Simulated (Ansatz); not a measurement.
A geometry of MoRu away from equilibrium: step 2 of the relaxation of a relaxed MoRu cell shaken by Gaussian noise of σ = 0.08 Å a coordinate. The numbers are results of PBEsol (plane waves to 420 eV, PAW, scalar-relativistic; Ansatz, an electronic-structure program), not measurements. Γ-centred k-mesh 8×8×4 on the run's cell (coarser than for final values), Fermi–Dirac smearing 0.05 eV.

```xyz
8
Lattice="2.4121 -4.2053 -0.0066 2.4313 4.2164 -0.0070 -0.0255 -0.0004 9.0718" Properties=species:S:1:pos:R:3:forces:R:3 pbc="T T T" free_energy=-42837.273 pressure_GPa=0.1
Mo     2.3519     0.1004     4.5125   -0.1386    0.7566   -0.7448
Mo     2.4581    -0.0722    -0.0320   -0.1136   -0.6660   -0.1307
Mo     0.9941     2.1802     4.6998   -0.1642   -0.3326    0.2295
Mo     1.1539    -2.1367    -0.0336   -0.3719   -0.0386   -0.0285
Ru     2.3384    -0.0012     2.2137   -0.0783   -0.0036    0.1673
Ru     2.4140     0.1809     6.7673    0.1056    0.1484    0.1304
Ru    -0.0859     0.0951     4.6449    0.1998   -0.1877    0.3009
Ru    -0.0104    -0.0526     0.0185    0.5612    0.3235    0.0759
```

Positions in Å, forces in eV/Å, free energy of the cell in eV (comparable only within this code, potentials and settings). Largest force: 1.07 eV/Å, on Mo1 (atoms numbered as listed); the geometry lies about 1.9 eV/atom above the end of its relaxation.

No spin polarisation in the result.

The end of the path is a generated cell of MoRu: the first start was made by a random draw of sites in a space group, and the end was not matched to a known phase here, so it may be hypothetical.
